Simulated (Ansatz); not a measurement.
# Hf₂N under strain

Theory: DFT PBEsol, scalar-relativistic, plane waves, PAW (Ansatz). Settings: 420 eV cutoff, 8×8×12 k-mesh, Gaussian smearing of 0.10 eV, no spin polarisation.

Starting point, cell and atoms relaxed:

```xyz
6
Lattice="5.2955 0.0000 0.0000 0.0000 5.2955 0.0000 0.0000 0.0000 3.2274" Properties=species:S:1:pos:R:3 pbc="T T T"
Hf    1.5646    1.5646    0.0000
Hf    3.7309    3.7309    0.0000
Hf    4.2124    1.0831    1.6137
Hf    1.0831    4.2124    1.6137
N     0.0000    0.0000    0.0000
N     2.6478    2.6478    1.6137
```

Deformation: all cell vectors scaled alike, the atoms relaxed, all within the symmetry that the strain leaves. Energies are extrapolated to zero smearing.

Spin–orbit coupling is left out, which can shift energies with elements as heavy as these.

```
strain (%)  ΔE (meV/atom) a (Å) b (Å) c (Å)
      -3.0           85.8  5.137  5.137  3.131
      -2.0           36.9  5.190  5.190  3.163
      -1.0            8.9  5.243  5.243  3.195
      +0.0            0.0  5.296  5.296  3.227
      +1.0            8.5  5.348  5.348  3.260
      +2.0           32.9  5.401  5.401  3.292
      +3.0           71.5  5.454  5.454  3.324
```

Problem. What stiffness (1/V) d²E/dε² at zero strain does a cubic fit over all points give?

Solution. A cubic fit gives (1/V) d²E/dε² = 1857 GPa at zero strain (nine times the bulk modulus at fixed shape).